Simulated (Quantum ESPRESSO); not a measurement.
# Ti2TaAlO8: convergence and cost over cutoff and k mesh

Simulated, not a measurement. The program is pw.x of Quantum ESPRESSO 7.5 (plane-wave density functional theory). The cell is made up: 12 atoms on a rutile lattice, with randomly drawn elements, strain and displacements, not relaxed. PseudoDojo standard norm-conserving files (v0.5 for PBE, v0.4.1 for LDA and PBEsol) set the functional; there is no spin polarisation, spin-orbit coupling or dispersion term, and the masses in the input are unused placeholders.

Input of the run in row 4:

```
&control calculation='scf', pseudo_dir='./dojo.nc.sr.pbe.v0_5.standard.upf', outdir='./o', disk_io='medium', tprnfor=.true., tstress=.true. /
&system ibrav=0, nat=12, ntyp=4, nbnd=50, ecutwfc=84.00895049, nosym=.true., tot_charge=0,
 occupations='smearing', smearing='fd', degauss=0.0018374661
/
&electrons conv_thr=7.350e-09, electron_maxstep=60, /
ATOMIC_SPECIES
Al 1.0 Al.upf
O 1.0 O.upf
Ta 1.0 Ta.upf
Ti 1.0 Ti.upf
CELL_PARAMETERS angstrom
4.726 0.0 0.0
0.0 4.726 0.0
0.0 0.0 6.0371
ATOMIC_POSITIONS angstrom
Ti -0.023 -0.0059 0.0254
Ta 2.3816 2.4227 1.5269
Ti 0.0092 0.0218 2.9914
Al 2.3701 2.3471 4.5485
O 1.4138 1.3909 0.0114
O 3.3154 3.2361 -0.0113
O 3.8356 0.8863 1.5086
O 0.9174 3.7703 1.5003
O 1.4196 1.4686 3.0697
O 3.3197 3.3251 3.0432
O 3.7773 0.8973 4.519
O 0.9111 3.8435 4.5062
K_POINTS automatic
5 5 4 1 1 1
```

The same cell was run at these settings. Meshes are shifted by half a step, and differences are from the last row, which is itself not exact.

```
cutoff (eV)     k mesh  k points solved  threshold (eV)  free energy less the last row's (eV)  pressure (GPa)  largest stress difference (GPa)  largest force difference (eV/Å)  iterations  wall time (s)  k-point pools              processor
        800  2 x 2 x 2                4           1e-04                                 1.353          -22.92                            11.83                            0.044          14             95              1  AMD EPYC, Zen 5 class
       1143  2 x 2 x 2                4           1e-07                                -0.014          -11.35                             0.36                            0.027          19            191              1  AMD EPYC, Zen 5 class
        790  5 x 5 x 4               50           1e-07                                 1.559          -24.10                            12.86                            0.057          18            802              1  AMD EPYC, Zen 5 class
       1143  5 x 5 x 4               50           1e-07                                 0.003          -11.31                             0.03                            0.002          17           1431              1  AMD EPYC, Zen 5 class
       1437  7 x 7 x 6              147           1e-07                                 0.000          -11.27                             0.00                            0.000          17            568              4  AMD EPYC, Zen 5 class
```

Each pool is one process. Wall times include start-up and a band step at six k points, which weighs most on the coarsest meshes. The runs were on shared virtual cores whose load varied, so times are rough.